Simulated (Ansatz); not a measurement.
The relaxed structure here is a generated cell of BeCo: the first start was made by placing the elements on the sites of a structure type, and the end was not matched to a known phase here, so it may be hypothetical.

One starting cell of BeCo (a generated cell, BeCo placed in the AFLOW prototype AB_cF16_227_a_b (B32, as in NaTl)) was relaxed twice with Ansatz (plane waves, PAW, scalar-relativistic): with PBEsol at 420 eV and with PBE at 420 eV. The PBEsol result:

```
BeCo
1.0
    0.00000     2.62318     2.62318
    2.62318     0.00000     2.62318
    2.62318     2.62318     0.00000
Be Co
2 2
Cartesian
  3.93476   3.93476   3.93476
  2.62318   2.62318   2.62318
  0.00000   0.00000   0.00000
  1.31159   1.31159   1.31159
```

| quantity | PBEsol | PBE |
|---|---|---|
| space group | Fd-3m | Fd-3m |
| volume (Å³/atom) | 9.03 | 9.33 |
| a (Å) | 5.246 | 5.304 |
| gap (eV, no spin-orbit coupling) | 0.00 | 0.00 |
| spin order | ferromagnetic | ferromagnetic |
| net moment (μB/atom) | 0.59 | 0.62 |

Both levels end in the same structure; PBE's volume is 3.3 % larger. Neither column is exact.

Spin states reached: ferromagnetic; spin orders were not searched systematically.

The run could not lose the symmetry of its start; a randomly shaken copy of 8 atoms returns to this structure.

All atoms sit on sites fixed by symmetry, so only the cell could relax.

Ansatz is a program for electronic structure.
